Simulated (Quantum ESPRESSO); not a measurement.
## PdSnWTa4Ir (finding a planted mistake in a log)

A calculation, not a measurement. The program is pw.x of Quantum ESPRESSO 7.5 (plane-wave density functional theory). The cell is made up: eight metal atoms on a face-centred cubic lattice, with elements, volume, strain and displacements drawn at random and not relaxed, so it may be unstable or far from any real phase. PseudoDojo standard norm-conserving files set the functional (PBE unless stated); there is no spin polarisation or spin-orbit coupling, the Fermi-Dirac width of 0.25 eV means electrons at about 2900 K, and the masses in the input are unused placeholders. The tin pseudopotential is less sure than most, with forces differing by about three percent from a second method on plain tin. Heavy elements are run without spin-orbit coupling, which real alloys of them have. A spin test at this wide smearing found no moment, but such smearing suppresses magnetism that the real alloy may have.

Intended input:

```
&control calculation='scf', pseudo_dir='./dojo.nc.sr.pbe.v0_5.standard.upf', outdir='./o', disk_io='minimal', tprnfor=.true., tstress=.true. /
&system ibrav=0, nat=8, ntyp=5, nbnd=75, ecutwfc=82.02448710, nosym=.true., tot_charge=0,
 occupations='smearing', smearing='fd', degauss=0.0183746611
/
&electrons conv_thr=1.470e-08, electron_maxstep=70, mixing_beta=0.5 /
ATOMIC_SPECIES
Ir 1.0 Ir.upf
Pd 1.0 Pd.upf
Sn 1.0 Sn.upf
Ta 1.0 Ta.upf
W 1.0 W.upf
CELL_PARAMETERS angstrom
-0.0457 4.099 -0.0162
-4.0263 0.0619 -4.1019
-4.1121 0.0296 4.1877
ATOMIC_POSITIONS angstrom
Pd -0.1369 0.1307 -0.172
Sn -2.1203 -0.0275 2.0705
W -2.0406 0.0482 -1.9622
Ta -4.1708 -0.1127 -0.0802
Ta -2.1199 2.1311 0.0707
Ta -4.05 2.129 2.0233
Ir -4.241 2.0472 -2.0171
Ta -5.8794 2.0941 0.0581
K_POINTS automatic
6 4 4 1 1 1
```

The log is shortened where brackets say so; the opening notice, blank lines, dates and the lines on written files are dropped, and the path of the files is cut. It prints rydbergs, bohrs and kilobars, and counts compression as positive stress. Its total energy is the free energy E - TS of the whole cell.

Log of the intended run:

```
     Program PWSCF v.7.5
     Parallel version (MPI & OpenMP), running on       4 processor cores
     Number of MPI processes:                 4
     Threads/MPI process:                     1
     [start-up lines left out]
     bravais-lattice index     =            0
     lattice parameter (alat)  =       7.7465  a.u.
     unit-cell volume          =     932.8422 (a.u.)^3
     number of atoms/cell      =            8
     number of atomic types    =            5
     number of electrons       =       115.00
     number of Kohn-Sham states=           75
     kinetic-energy cutoff     =      82.0245  Ry
     charge density cutoff     =     328.0979  Ry
     scf convergence threshold =      1.5E-08
     mixing beta               =       0.5000
     number of iterations used =            8  plain     mixing
     Exchange-correlation= PBE
                           (   1   4   3   4   0   0   0)
     [axes and pseudopotential details left out]
   Cartesian axes
     site n.     atom                  positions (alat units)
         1        Pd     tau(   1) = (  -0.0333961   0.0318836  -0.0419585  )
         2        Sn     tau(   2) = (  -0.5172363  -0.0067085   0.5050879  )
         3        W      tau(   3) = (  -0.4977939   0.0117581  -0.4786686  )
         4        Ta     tau(   4) = (  -1.0174453  -0.0274926  -0.0195644  )
         5        Ta     tau(   5) = (  -0.5171387   0.5198709   0.0172469  )
         6        Ta     tau(   6) = (  -0.9879767   0.5193586   0.4935737  )
         7        Ir     tau(   7) = (  -1.0345702   0.4994040  -0.4920612  )
         8        Ta     tau(   8) = (  -1.4342495   0.5108450   0.0141732  )
     number of k points=    48  Fermi-Dirac smearing, width (Ry)=  0.0184
                       cart. coord. in units 2pi/alat
        k(    1) = (  -0.1250132   0.0819415  -0.0009746), wk =   0.0416667
        k(    2) = (  -0.2496579   0.0810353   0.1213591), wk =   0.0416667
     [further k points left out]
     Dense  grid:    93585 G-vectors     FFT dimensions: (  45,  64,  64)
     Estimated max dynamical RAM per process >     350.10 MB
     Estimated total dynamical RAM >       1.30 GB
     Initial potential from superposition of free atoms
     starting charge     114.9940, renormalised to     115.0000
     Starting wfcs are   78 randomized atomic wfcs
     total cpu time spent up to now is        8.4 secs
     per-process dynamical memory:   262.9 Mb
     Self-consistent Calculation
     iteration #  1     ecut=    82.02 Ry     beta= 0.50
     Davidson diagonalization with overlap
     ethr =  1.00E-02,  avg # of iterations =  3.0
     total cpu time spent up to now is       28.3 secs
     total energy              =   -1320.75225111 Ry
     estimated scf accuracy    <      16.13748897 Ry
     iteration #  2     ecut=    82.02 Ry     beta= 0.50
     Davidson diagonalization with overlap
     ethr =  1.00E-02,  avg # of iterations =  3.0
     total cpu time spent up to now is       51.3 secs
     total energy              =   -1327.25470041 Ry
     estimated scf accuracy    <      55.81676621 Ry
     [iterations 3 to 16 left out]
     iteration # 17     ecut=    82.02 Ry     beta= 0.50
     Davidson diagonalization with overlap
     ethr =  2.61E-10,  avg # of iterations =  2.0
     total cpu time spent up to now is      316.5 secs
     total energy              =   -1331.37155782 Ry
     estimated scf accuracy    <       0.00000005 Ry
     iteration # 18     ecut=    82.02 Ry     beta= 0.50
     Davidson diagonalization with overlap
     ethr =  4.77E-11,  avg # of iterations =  2.2
     total cpu time spent up to now is      335.5 secs
     End of self-consistent calculation
     [lines on levels left out]
!    total energy              =   -1331.37155782 Ry
     estimated scf accuracy    <          5.4E-09 Ry
     smearing contrib. (-TS)   =      -0.11089145 Ry
     internal energy E=F+TS    =   -1331.26066637 Ry
     The total energy is F=E-TS. E is the sum of the following terms:
     one-electron contribution =    -275.47749090 Ry
     hartree contribution      =     205.82778084 Ry
     xc contribution           =    -282.06867937 Ry
     ewald contribution        =    -979.54227693 Ry
     convergence has been achieved in  18 iterations
     Forces acting on atoms (cartesian axes, Ry/au):
     atom    1 type  2   force =     0.05542520   -0.01322049    0.04930395
     atom    2 type  3   force =     0.02410299    0.04226594   -0.00780598
     atom    3 type  5   force =    -0.05540713   -0.00373021   -0.06385393
     atom    4 type  4   force =     0.08959128    0.09109694    0.02214715
     atom    5 type  4   force =     0.04010310   -0.04426892   -0.08959368
     atom    6 type  4   force =    -0.08243416   -0.03318072    0.07459947
     atom    7 type  1   force =     0.06251022   -0.00045657   -0.05500755
     atom    8 type  4   force =    -0.13389150   -0.03850597    0.07021057
     Total force =     0.297342     Total SCF correction =     0.000229
     Computing stress (Cartesian axis) and pressure
          total   stress  (Ry/bohr**3)                   (kbar)     P=       99.15
   0.00065637   0.00024815   0.00022355           96.56       36.50       32.89
   0.00024815   0.00073428   0.00010719           36.50      108.02       15.77
   0.00022355   0.00010719   0.00063131           32.89       15.77       92.87
     init_run     :      7.84s CPU      8.14s WALL (       1 calls)
     electrons    :    321.09s CPU    327.18s WALL (       1 calls)
     forces       :      3.85s CPU      3.87s WALL (       1 calls)
     stress       :     13.48s CPU     13.70s WALL (       1 calls)
     [timing details left out]
     PWSCF        :   5m46.52s CPU   5m53.19s WALL
     JOB DONE.
```

A second run was made from an input with one planted mistake. Its log:

```
     Program PWSCF v.7.5
     Parallel version (MPI & OpenMP), running on       4 processor cores
     Number of MPI processes:                 4
     Threads/MPI process:                     1
     [start-up lines left out]
     bravais-lattice index     =            0
     lattice parameter (alat)  =       7.8488  a.u.
     unit-cell volume          =     970.2651 (a.u.)^3
     number of atoms/cell      =            8
     number of atomic types    =            5
     number of electrons       =       115.00
     number of Kohn-Sham states=           75
     kinetic-energy cutoff     =      82.0245  Ry
     charge density cutoff     =     328.0979  Ry
     scf convergence threshold =      1.5E-08
     mixing beta               =       0.5000
     number of iterations used =            8  plain     mixing
     Exchange-correlation= PBE
                           (   1   4   3   4   0   0   0)
     [axes and pseudopotential details left out]
   Cartesian axes
     site n.     atom                  positions (alat units)
         1        Pd     tau(   1) = (  -0.0333944   0.0318776  -0.0419657  )
         2        Sn     tau(   2) = (  -0.5172401  -0.0067174   0.5050813  )
         3        W      tau(   3) = (  -0.4977861   0.0117494  -0.4786692  )
         4        Ta     tau(   4) = (  -1.0174579  -0.0274956  -0.0195744  )
         5        Ta     tau(   5) = (  -0.5171438   0.5198644   0.0172389  )
         6        Ta     tau(   6) = (  -0.9879880   0.5193588   0.4935727  )
         7        Ir     tau(   7) = (  -1.0345765   0.4993992  -0.4920558  )
         8        Ta     tau(   8) = (  -1.4342499   0.5108357   0.0141812  )
     number of k points=    48  Fermi-Dirac smearing, width (Ry)=  0.0184
                       cart. coord. in units 2pi/alat
        k(    1) = (  -0.1250135   0.0819416  -0.0009759), wk =   0.0416667
        k(    2) = (  -0.2496574   0.0810351   0.1213570), wk =   0.0416667
     [further k points left out]
     Dense  grid:    97411 G-vectors     FFT dimensions: (  45,  64,  72)
     Estimated max dynamical RAM per process >     364.52 MB
     Estimated total dynamical RAM >       1.35 GB
     Initial potential from superposition of free atoms
     starting charge     114.9940, renormalised to     115.0000
     Starting wfcs are   78 randomized atomic wfcs
     total cpu time spent up to now is       11.5 secs
     per-process dynamical memory:   273.9 Mb
     Self-consistent Calculation
     iteration #  1     ecut=    82.02 Ry     beta= 0.50
     Davidson diagonalization with overlap
     ethr =  1.00E-02,  avg # of iterations =  3.0
     total cpu time spent up to now is       38.8 secs
     total energy              =   -1320.58762852 Ry
     estimated scf accuracy    <      16.34982142 Ry
     iteration #  2     ecut=    82.02 Ry     beta= 0.50
     Davidson diagonalization with overlap
     ethr =  1.00E-02,  avg # of iterations =  3.0
     total cpu time spent up to now is       63.3 secs
     total energy              =   -1327.05445176 Ry
     estimated scf accuracy    <      58.38821008 Ry
     [iterations 3 to 17 left out]
     iteration # 18     ecut=    82.02 Ry     beta= 0.50
     Davidson diagonalization with overlap
     ethr =  1.99E-10,  avg # of iterations =  2.0
     total cpu time spent up to now is      416.8 secs
     total energy              =   -1331.38575304 Ry
     estimated scf accuracy    <       0.00000016 Ry
     iteration # 19     ecut=    82.02 Ry     beta= 0.50
     Davidson diagonalization with overlap
     ethr =  1.35E-10,  avg # of iterations =  1.0
     total cpu time spent up to now is      436.0 secs
     End of self-consistent calculation
     [lines on levels left out]
!    total energy              =   -1331.38575305 Ry
     estimated scf accuracy    <       0.00000001 Ry
     smearing contrib. (-TS)   =      -0.11552404 Ry
     internal energy E=F+TS    =   -1331.27022901 Ry
     The total energy is F=E-TS. E is the sum of the following terms:
     one-electron contribution =    -294.15628146 Ry
     hartree contribution      =     211.38387777 Ry
     xc contribution           =    -281.71525623 Ry
     ewald contribution        =    -966.78256909 Ry
     convergence has been achieved in  19 iterations
     Forces acting on atoms (cartesian axes, Ry/au):
     atom    1 type  2   force =     0.04492263   -0.01012311    0.03931514
     atom    2 type  3   force =     0.02313164    0.03777509   -0.00684408
     atom    3 type  5   force =    -0.04717582   -0.00357233   -0.05294882
     atom    4 type  4   force =     0.08244696    0.07927008    0.01764165
     atom    5 type  4   force =     0.03599405   -0.03914061   -0.08042272
     atom    6 type  4   force =    -0.07888313   -0.02946956    0.06203952
     atom    7 type  1   force =     0.05099502   -0.00009296   -0.04158330
     atom    8 type  4   force =    -0.11143136   -0.03464660    0.06280261
     Total force =     0.257363     Total SCF correction =     0.000507
     Computing stress (Cartesian axis) and pressure
          total   stress  (Ry/bohr**3)                   (kbar)     P=       15.12
   0.00009375   0.00021922   0.00020135           13.79       32.25       29.62
   0.00021922   0.00016062   0.00009512           32.25       23.63       13.99
   0.00020135   0.00009512   0.00005394           29.62       13.99        7.94
     init_run     :      8.93s CPU      9.31s WALL (       1 calls)
     electrons    :    417.46s CPU    424.51s WALL (       1 calls)
     forces       :      4.03s CPU      4.06s WALL (       1 calls)
     stress       :     14.18s CPU     14.39s WALL (       1 calls)
     [timing details left out]
     PWSCF        :   7m26.82s CPU   7m34.52s WALL
     JOB DONE.
```

Question: the log repeats what the program read. Compare it with the intended run: what was wrong in the second input?

Answer: the cell and the positions are scaled by a wrong factor. The input lines that differ:

```
- -0.0457 4.099 -0.0162
- -4.0263 0.0619 -4.1019
- -4.1121 0.0296 4.1877
+ -0.0463 4.1531 -0.0164
+ -4.0794 0.0627 -4.156
+ -4.1664 0.03 4.243
- Pd -0.1369 0.1307 -0.172
- Sn -2.1203 -0.0275 2.0705
- W -2.0406 0.0482 -1.9622
- Ta -4.1708 -0.1127 -0.0802
- Ta -2.1199 2.1311 0.0707
- Ta -4.05 2.129 2.0233
- Ir -4.241 2.0472 -2.0171
- Ta -5.8794 2.0941 0.0581
+ Pd -0.1387 0.1324 -0.1743
+ Sn -2.1483 -0.0279 2.0978
+ W -2.0675 0.0488 -1.9881
+ Ta -4.2259 -0.1142 -0.0813
+ Ta -2.1479 2.1592 0.0716
+ Ta -4.1035 2.1571 2.05
+ Ir -4.297 2.0742 -2.0437
+ Ta -5.957 2.1217 0.0589
```

|  | intended run | run with the mistake |
| --- | --- | --- |
| free energy (eV) | -18114.233 | -18114.426 |
| entropy term -TS, part of it (eV) | -1.509 | -1.572 |
| pressure (GPa) | 9.91 | 1.51 |
| size of the largest force component (eV/Å) | 3.442 | 2.865 |
| largest change of a force component (eV/Å) |  | 0.577 |
| iterations | 18 | 19 |

For scale, a rerun of the intended cell at a higher cutoff and on a denser mesh moved values by no more than 0.010 eV in energy, 0.05 GPa in stress and 0.009 eV/Å in force, and a second program with other atomic files agreed on that cell to 2 % rms in force and 0.5 GPa in pressure.